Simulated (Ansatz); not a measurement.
# Zone-centre modes in WSe₂

Method: DFT PBE, scalar-relativistic, plane waves, PAW (Ansatz). Cutoff 420 eV, Γ-centred 12×12×2 k-points, Gaussian smearing of 0.05 eV. Spin–orbit coupling is left out, which can shift energies with elements as heavy as these. No spin polarisation.

The starting cell (relaxed at this level):

```yaml
crystal:
  lattice:
    - [3.32069, 0.00000, 0.00000]
    - [-1.66035, 2.87581, 0.00000]
    - [0.00000, 0.00000, 15.25733]
  atoms:
    - { symbol: W, position: [0.33333, 0.66667, 0.25000] }
    - { symbol: W, position: [0.66667, 0.33333, 0.75000] }
    - { symbol: Se, position: [0.33333, 0.66667, 0.64002] }
    - { symbol: Se, position: [0.66667, 0.33333, 0.14002] }
    - { symbol: Se, position: [0.33333, 0.66667, 0.85998] }
    - { symbol: Se, position: [0.66667, 0.33333, 0.35998] }
```

The cell holds layers and no dispersion correction was added, so their binding is poorly described.

Harmonic modes by finite displacements of 0.02 Å, without the LO–TO term.

(1) At this geometry, is the structure stable against these modes?

(2) List the wavenumbers in cm⁻¹.

Answers

(1) Barely, if at all: no mode is imaginary beyond 10 cm⁻¹, but one beside the three translations lies at 4 cm⁻¹, within the noise of such a run.

(2) 0, 0, 0, 4, 4, 6, 168, 168, 168, 168, 239, 239, 239, 239, 242, 242, 298, 299.

Cost: 1 run of about 2.1 core-minutes, on Intel Xeon 6975P-C (Granite Rapids) (shared hosts).